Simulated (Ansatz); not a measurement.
Cell and atoms are relaxed with the symmetry kept. Start:

```xyz
2
Lattice="-1.5080 1.5080 2.1072 1.5080 -1.5080 2.1072 1.5080 1.5080 -2.1072" Properties=species:S:1:pos:R:3 pbc="T T T"
Co    0.0000    0.0000    0.0000
O     0.0000    0.0000    2.1072
```

All numbers below come from Ansatz 0.2.0, DFT LDA, scalar-relativistic, plane waves, PAW.

Plane waves to 420 eV, a k mesh through Γ of 20×20×20 on the computed 2-atom cell and Gaussian smearing (0.10 eV); collinear spin from starting moments 2.73 0.35 μB.

**Question.** What does it relax to?

**Answer.** The volume decreases by 1.13 Å³/atom to 8.46 Å³/atom, and the energy falls by 69.0 meV/atom. The cell ends with a moment of 2.16 μB (only this magnetic start was tried). Final structure:
```
CELL_PARAMETERS angstrom
-1.44061 1.44061 2.03701
1.44061 -1.44061 2.03701
1.44061 1.44061 -2.03701
ATOMIC_POSITIONS crystal
Co 0.00000 0.00000 0.00000
O 0.50000 0.50000 0.00000
```

The cell holds one magnetic atom, so it can only be ferromagnetic; an antiferromagnetic order may lie lower.

Cost: 1 run of about 5 core-minutes, on Intel Xeon Platinum 8259CL (Skylake/Cascade Lake) (shared hosts).